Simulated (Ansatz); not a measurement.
In PBEsol in the plane-wave PAW code Ansatz, SiO₂ in the trigonal phase (P3_121; Si on 3a, O on 6c) relaxes to a = 4.949 Å, c = 5.442 Å. Si has 4 nearest neighbours from 1.62 Å (tetrahedral); O has 2 nearest neighbours from 1.62 Å (bent). Against the elements it lies at -2.81 eV/atom, with no fitted shifts.

The Kohn–Sham gap is 5.72 eV (indirect). The valence maximum lies at K and the conduction minimum at Γ. HSE06 on the same cell gives 7.67 eV. Electrons at the band edge weigh 0.50 mₑ (isotropic).

An equation-of-state fit gives a bulk modulus of 31.6 GPa. The relaxed-ion elastic constants in GPa are C11 = 75.7, C12 = 4.7, C13 = 8.4, C14 = -17.6, C33 = 93.0, C44 = 53.3. The elastic constants imply a Debye temperature near 542 K. Perturbation theory gives ε∞ = 2.49 (xx = yy), 2.52 (zz). Born charges are Si +3.38, O -1.69 e.

The cell was relaxed with PBEsol under the symmetry of its start. The references are the lowest solids computed at this level, not always the standard phases (solids in place of the gases).

Potentials: the earlier of the program's two PAW sets. The files were generated under PBE; for other functionals the program regenerates the frozen cores, and for LDA and PBEsol the local potential too.
